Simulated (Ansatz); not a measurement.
Rh (Fm-3m): the size of the finite step

```
Rh
1.0
     0.00000    1.89079    1.89079
     1.89079    0.00000    1.89079
     1.89079    1.89079    0.00000
Rh
1
Cartesian
  0.0000 0.0000 0.0000
```

Conventional cell: a = 3.782 Å, b = 3.782 Å, c = 3.782 Å, α = 90.00°, β = 90.00°, γ = 90.00°. Rh (atom 1) is surrounded by 12 Rh at 2.67 Å.

Unless marked otherwise, the numbers come from PBEsol, PAW on Ansatz 0.2.0's default frozen-core files (fitted under PBE), scalar-relativistic. k mesh 28×28×28, strains of ±0.005, Fermi-Dirac smearing of 0.100 eV, cutoff 420 eV. The cell was relaxed by PAW under this functional.

Elastic constants come from stresses at strains of ±0.005 (two-point stencil): C11 = 465.2, C12 = 207.2, C44 = 208.7 GPa. What does an amplitude of 0.08 give?

C11 = 473.5, C12 = 222.8, C44 = 208.2 GPa. A large step picks up anharmonic terms.

Known limits: frozen-core PAW files fitted under PBE, their cores solved anew for the functional of the run; responses of metals move with mesh and smearing.
